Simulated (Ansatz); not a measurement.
**Trial structures of InSb₅: starts and ends**

These are results of DFT PBE, scalar-relativistic, plane waves, PAW in Ansatz, not measurements. Settings: cutoff 420 eV, Γ-centred meshes spaced at most about 0.3 Å⁻¹, and about 0.25 Å⁻¹ or finer for metals (2π included), Gaussian smearing. No spin polarisation in the final relaxations.

Each guess was relaxed in cell and atoms at zero pressure, within the symmetry of its start. All energies are static (0 K, no zero-point motion). Coordination counts Sb atoms around In (those within 1.25 times the shortest such distance or 1.15 times the sum of covalent radii, 1.27 where that leaves under three; a plus sign parts nearer from farther groups; the shortest distance is added where it exceeds 1.18 times the sum of covalent radii).

```tsv
guess	made from	start group	V start (Å³/atom)	end group	V end (Å³/atom)	coordination at the end	gap on mesh (eV)	E over the lowest end (meV/atom)
1	GdRh5 type	P6/mmm	32.0	?	?	?	?	?
2	random cell	P4/mmm	33.3	P4/mmm	52.5	In 2	0	307
3	Hf5Pb type	P4/mmm	31.1	P4/mmm	28.3	In 8 from 3.6 Å	0	0
4	random cell	P6/mmm	36.2	P6/mmm	50.6	In 2	0	290
```

Guess 1 as it starts:

```yaml
crystal:
  lattice:
    - [6.45831, 0.00000, 0.00000]
    - [-3.22916, 5.59306, 0.00000]
    - [0.00000, 0.00000, 5.31528]
  atoms:
    - { symbol: In, position: [0.00000, 0.00000, 0.00000] }
    - { symbol: Sb, position: [0.00000, 0.50000, 0.50000] }
    - { symbol: Sb, position: [0.50000, 0.50000, 0.50000] }
    - { symbol: Sb, position: [0.33333, 0.66667, 0.00000] }
    - { symbol: Sb, position: [0.50000, 0.00000, 0.50000] }
    - { symbol: Sb, position: [0.66667, 0.33333, 0.00000] }
```

Question: Fill in the missing row: what does this guess relax into, and where does it rank?

Answer: It ends in the CaCu5 type, space group P6/mmm (No. 191), with a = 6.211 Å, c = 5.612 Å, 31.2 Å³/atom and no gap. It lies 47 meV/atom over the lowest end, above guess 3 and below guess 4. Counting Sb atoms around In, this end has In 6+12 from 3.6 Å and the lowest (guess 3) has In 8 from 3.6 Å.

```
In Sb
1.0
     6.21100    0.00000    0.00000
    -3.10550    5.37889    0.00000
     0.00000    0.00000    5.61172
In Sb
1 5
Direct
  0.00000 0.00000 0.00000
  0.00000 0.50000 0.50000
  0.50000 0.50000 0.50000
  0.33333 0.66667 0.00000
  0.50000 0.00000 0.50000
  0.66667 0.33333 0.00000
```

Formation energies are uncorrected and refer to the elements' standard structures at the same level.

Question: Is the lowest end bound against the elements?

Answer: No: its formation energy is +0.24 eV/atom. It can't be a ground state, since the elements alone are lower.

No dispersion correction is applied, so the spacing and binding between layers, chains or molecules are poorly described (P4/mmm at 28.3 Å³/atom), and this can change margins and order among such cells. These runs have no spin–orbit coupling, which can matter for Sb. Cells relaxed within their symmetry can be saddle points. A lower structure may well exist outside this small set. Some structure types and database cells were kept out of the candidates from the start, so a known form may be missing.
